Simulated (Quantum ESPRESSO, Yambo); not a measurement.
RbCl (rock salt, space group Fm-3m, No. 225) under isotropic strain of +2 % on all lattice vectors. The PBEsol cell relaxed from Materials Project entry mp-23295 was given an isotropic strain of +2 % on all lattice vectors, and the atoms were relaxed again. Chain: norm-conserving PBEsol (Quantum ESPRESSO, 58 Ry, scalar-relativistic); G0W0 in Yambo (4×4×4 Γ-centred k mesh, 159 bands and a 10 Ry block in the screening, 159 bands in G with the Bruneval-Gonze terminator, plasmon pole fitted at 27.2 eV); BSE (6×6×6 mesh, 3 valence and 7 conduction bands, static screening with 32 bands and a 4 Ry block, scissor 3.05 eV, Tamm-Dancoff).

```json
{
 "PBEsol gap (dense path)": "4.73 eV",
 "PBEsol gap Γ → Γ on the GW mesh": "4.73 eV",
 "PBEsol smallest direct gap on the GW mesh, at Γ": "4.73 eV",
 "G0W0 direct gap at that point": "7.78 eV",
 "G0W0 correction to the gap Γ → Γ": "3.05 eV",
 "direct gap on the BSE mesh, with the scissor": "7.78 eV",
 "first BSE state allowed for light along x": "6.72 eV",
 "lowest BSE state": "6.72 eV",
 "binding_of_the_lowest_exciton": "1.06 eV",
 "RPA electronic dielectric constant along x": "2.17 (10×10×10 mesh, PBEsol bands)"
}
```

Rough cost of the Yambo steps against G0W0 for 6 states: BSE about 1/2, one RPA spectrum about 1/20.

Convergence of the G0W0 settings was not tested. The BSE states are vertical excitations (zero momentum). Convergence of the RPA response with its 10×10×10 mesh was not tested. Convergence of the binding with the mesh was not shown.
